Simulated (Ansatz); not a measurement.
Input file for Ansatz (an electronic-structure program):

Ansatz 0.2 input:
```yaml
crystal:
  lattice:
    - [0.0, 2.674231343, 2.674231343]
    - [2.674231343, 0.0, 2.674231343]
    - [2.674231343, 2.674231343, 0.0]
  atoms:
    - { symbol: Si, position: [0.25, 0.25, 0.25] }
    - { symbol: Si, position: [0.75, 0.75, 0.75] }
    - { symbol: Ni, position: [0.0, 0.0, 0.0] }
kpoints:
  mp_grid: { grid: [28, 28, 28] }
hamiltonian:
  xc: lda
  pseudopotentials: { kind: paw }
scf:
  occupations: { method: fermi_dirac, width: 0.1 }
elastic: { mode: relaxed_ion, stencil: two_point, amplitude: 0.005, f_tol: 0.0005 }
```

Output (shortened):

```
Pseudopotential: Si, paw, valence charge 4
Pseudopotential: Ni, paw, valence charge 18
Functional definition: SPW92
Crystal: 3 atoms, lattice volume = 38.250 Å³
Basis set: ecut = 420 eV, 725 PW (Γ)
Bands: 17, of which v1, the nominal top of the filled ones, is band 13 counted from 1 (12 counted from 0)
Symmetry: 48 space group operations
Space group: Fm-3m (ITA 225), of the structure as read, at distance tolerance 3.4e-5 Å
k-points: 624 of 21952
the search or the solves at the SCF's close seem to have found levels that the self-consistency loop had missed (the run counts 1) …
SCF 1 converged in 11 iterations: F = -6992.093457 eV  dr2 = 2.52e-15
Crystal: 3 atoms, lattice volume = 38.058 Å³
Symmetry: 16 space group operations
k-points: 1639 of 21952
SCF 2 converged in 10 iterations: F = -6992.092584 eV  dr2 = 6.40e-14
Crystal: 3 atoms, lattice volume = 38.441 Å³
Basis set: ecut = 420 eV, 741 PW (Γ)
SCF 3 converged in 8 iterations: F = -6992.093092 eV  dr2 = 3.19e-14
Crystal: 3 atoms, lattice volume = 38.249 Å³
Basis set: ecut = 420 eV, 729 PW (Γ)
Symmetry: 8 space group operations
k-points: 3060 of 21952
SCF 4 converged in 10 iterations: F = -6992.093086 eV  dr2 = 1.07e-14
relax step   1: F+E_penalty+E_count = -6992.09308602 eV  Δ(F+E_penalty+E_count) = +0.000e0 eV  max|allowed force component| = 3.768e-2 eV/Å  Δτ_max = 0.0000 Å  (10 SCF iters, accepted)
Crystal: 3 atoms, lattice volume = 38.249 Å³
SCF 5 converged in 8 iterations: F = -6992.093159 eV  dr2 = 4.04e-15
relax step   2: F+E_penalty+E_count = -6992.09315862 eV  Δ(F+E_penalty+E_count) = -7.260e-5 eV  max|allowed force component| = 2.386e-2 eV/Å  Δτ_max = 0.0012 Å  (8 SCF iters, accepted)
Crystal: 3 atoms, lattice volume = 38.249 Å³
SCF 6 converged in 8 iterations: F = -6992.093207 eV  dr2 = 1.59e-14
relax step   3: F+E_penalty+E_count = -6992.09320722 eV  Δ(F+E_penalty+E_count) = -4.859e-5 eV  max|allowed force component| = 2.872e-6 eV/Å  Δτ_max = 0.0020 Å  (8 SCF iters, accepted)
Crystal: 3 atoms, lattice volume = 38.249 Å³
SCF 7 converged in 6 iterations: F = -6992.093207 eV  dr2 = 9.48e-19
Crystal: 3 atoms, lattice volume = 38.249 Å³
SCF 8 converged in 10 iterations: F = -6992.093086 eV  dr2 = 1.06e-14
relax step   1: F+E_penalty+E_count = -6992.09308603 eV  Δ(F+E_penalty+E_count) = +0.000e0 eV  max|allowed force component| = 3.768e-2 eV/Å  Δτ_max = 0.0000 Å  (10 SCF iters, accepted)
Crystal: 3 atoms, lattice volume = 38.249 Å³
SCF 9 converged in 8 iterations: F = -6992.093207 eV  dr2 = 2.49e-14
relax step   2: F+E_penalty+E_count = -6992.09320722 eV  Δ(F+E_penalty+E_count) = -1.212e-4 eV  max|allowed force component| = 1.633e-6 eV/Å  Δτ_max = 0.0032 Å  (8 SCF iters, accepted)
Crystal: 3 atoms, lattice volume = 38.249 Å³
SCF 10 converged in 6 iterations: F = -6992.093207 eV  dr2 = 7.08e-19
SCF converged after 11 iterations
Free energy (F): -6992.093457 eV
Harris-Foulkes:  -6992.093457 eV  (|F-HF|=9.09e-13)
Internal energy: -6992.065168 eV  (E = F + TS)
E sigma→0 (E₀):  -6992.079313 eV
Entropy (-TS):   -0.028289 eV (-9.430 meV/atom)
Fermi energy:    13.590121 eV
--- Per-component energies (eV) ---
  E_band       = -336.779076
  E_kinetic    = 374.048572
  E_local      = -4870.890598  (includes V_loc(G=0)·N_el)
  E_nonlocal   = 685.121052
  E_hartree    = 2105.337341
  E_xc         = -199.644718
  E_vxc        = -210.990631  (∫ρ·V_xc dr)
  E_paw        = -2531.597318  (= ΣΔE_a)
  E_vpaw       = -524.742644  (= ΣTr[D̂ρ^β])
  E_aug_tail   = 0.000486  (compensation charges beyond the density's cutoff)
  E_ewald      = -2555.042768
  E_core_change = 0.602782  (= ΣΔE_core)
  E_smearing   = -0.028289  (= −TS)
  E_closure    = 0.000000  (closes the sum)
  Σ components = -6992.093457   (vs F -6992.093457, Δ=0.00e0)
--- Forces (eV/Å), atoms counted from 1 ---
  atom   1  Si     0.00000000     0.00000000     0.00000000
  atom   2  Si     0.00000000     0.00000000     0.00000000
  atom   3  Ni     0.00000000     0.00000000     0.00000000
  max |Σ_I F_I| component: 7.40e-17 eV/Å
--- Stress (GPa, compression-positive) ---
        0.209882       0.000000       0.000000
        0.000000       0.209882       0.000000
        0.000000       0.000000       0.209882
  P = ⅓ Tr σ = 0.2099 GPa (2.099 kbar)
--- Band table (eV; the first three rows and the last of 624) ---
  k-point 0: bands = ["-90.3776", "-51.2108", "-51.2108", "-51.2108", "-0.5537", "8.1346", "8.1346", "8.1346", "9.8757", "9.8757", "13.4328", "15.3509", "15.3509", "15.3509", "15.7969", "15.7969", "15.7969"]
  k-point 1: bands = ["-90.3776", "-51.2109", "-51.2108", "-51.2108", "-0.5343", "8.0974", "8.1409", "8.1409", "9.8717", "9.8717", "13.4151", "14.9074", "15.1744", "15.1744", "15.9807", "15.9807", "16.2760"]
  k-point 2: bands = ["-90.3776", "-51.2109", "-51.2109", "-51.2109", "-0.4761", "7.9873", "8.1595", "8.1595", "9.8606", "9.8606", "13.2995", "14.4375", "14.8842", "14.8842", "16.2808", "16.2808", "16.9107"]
  k-point 623: bands = ["-90.3776", "-51.2116", "-51.2116", "-51.2113", "4.5062", "4.5062", "6.3091", "6.6129", "9.6550", "9.6550", "9.7633", "10.2311", "11.0295", "15.8690", "15.8690", "18.1814", "18.8579"]
--- Elastic constants: 2 strain directions × 2 members + reference (group order 48) ---
  dense FFT box of the reference and of every strained cell: 27×27×27
  strains applied: 11, 23; error gains: componentwise 1.00 (the most a stress slope's error grows in a printed constant), spectral 1.73 (1 for all six strains …
  C = ∂σ_k/∂η_j (tension-positive GPa; Voigt order 11 22 33 23 13 12):
       207.780    147.253    147.253      0.000      0.000      0.000
       147.253    207.780    147.253      0.000      0.000      0.000
       147.253    147.253    207.780      0.000      0.000      0.000
         0.000      0.000      0.000     83.871      0.000      0.000
         0.000      0.000      0.000      0.000     83.871      0.000
         0.000      0.000      0.000      0.000      0.000     83.871
  reference stress σ⁰ (GPa):     -0.210     -0.210     -0.210      0.000      0.000      0.000
  moduli (Voigt/Reuss/Hill, GPa): K = 167.43/167.43/167.43   G = 62.43/49.09/55.76   E = 150.56   ν = 0.350
  mechanically stable: yes (min eigenvalue of sym C = 60.53 GPa)
  strain η (Voigt 11):  stress-route row diagonal C_11 = 207.78 GPa, energy-path curvature d²(F+E_count+ΔE)/dδ²/Ω₀ = 207.79 GPa
         δ    σ_11 (GPa)             F (eV)   n_scf  n_hpsi   n_pw
    -5.000e-3      -1.2603       -6992.0925836      10  610648    757   relax 0 steps, max|allowed force component| 1.13e-16 eV/Å
     5.000e-3       0.8175       -6992.0930923       8  511052    763   relax 0 steps, max|allowed force component| 1.23e-16 eV/Å
  strain η (Voigt 23):  stress-route row diagonal C_44 = 83.87 GPa, energy-path curvature d²(F+E_count+ΔE)/dδ²/Ω₀ = 84.02 GPa
         δ    σ_23 (GPa)             F (eV)   n_scf  n_hpsi   n_pw
    -5.000e-3      -0.4194       -6992.0932072       6  693320    763   relax 3 steps, max|allowed force component| 2.87e-6 eV/Å
     5.000e-3       0.4194       -6992.0932072       6  697096    763   relax 2 steps, max|allowed force component| 1.63e-6 eV/Å
```

Cost: about 10 core-minutes (a rough figure) on shared cores.

Symmetry was held in the LDA relaxation; of distortions, only those at the zone centre were tested. The run is not spin-polarised. As this level gives no gap, shear constants depend on the k-mesh and smearing (Fermi–Dirac, 0.1 eV here).

Potentials: the later of the program's two PAW sets.

Ansatz is a plane-wave DFT program.
